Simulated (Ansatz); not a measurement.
Relaxed Sn (beta-Sn type, space group I4_1/amd):

```
Sn
1.0
   -2.91651     2.91651     1.57919
    2.91651    -2.91651     1.57919
    2.91651     2.91651    -1.57919
Sn
2
Cartesian
  0.00000   2.91651   0.78960
  0.00000   0.00000   0.00000
```

Computed with PBEsol (plane waves to 420 eV, PAW, scalar-relativistic; Ansatz, a first-principles code). k mesh 13×13×13 (Γ-centred), Fermi-Dirac smearing 0.05 eV. With partly filled bands, energies and forces of such displacements shift with the k mesh and the smearing. Sn was relaxed with its symmetry unable to fall.

One atom of the cell was then moved (with its periodic images), all else fixed, and the forces (eV/Å) came out as:

```json
[
 {"atom": "Sn1", "Fx": "1.047", "Fy": "0.000", "Fz": "-0.182"},
 {"atom": "Sn2", "Fx": "-1.047", "Fy": "0.000", "Fz": "0.182"}
]
```

With two atoms only their relative shift counts; take Sn2 as fixed.

Q: Which atom was moved, and by which vector (Å)?

A: Sn1, by (-0.24, 0.00, 0.00), 0.24 Å in all.

(A displaced cell: forces are minus the slopes of the energy, force constants its curvatures, and phonons follow from these.)
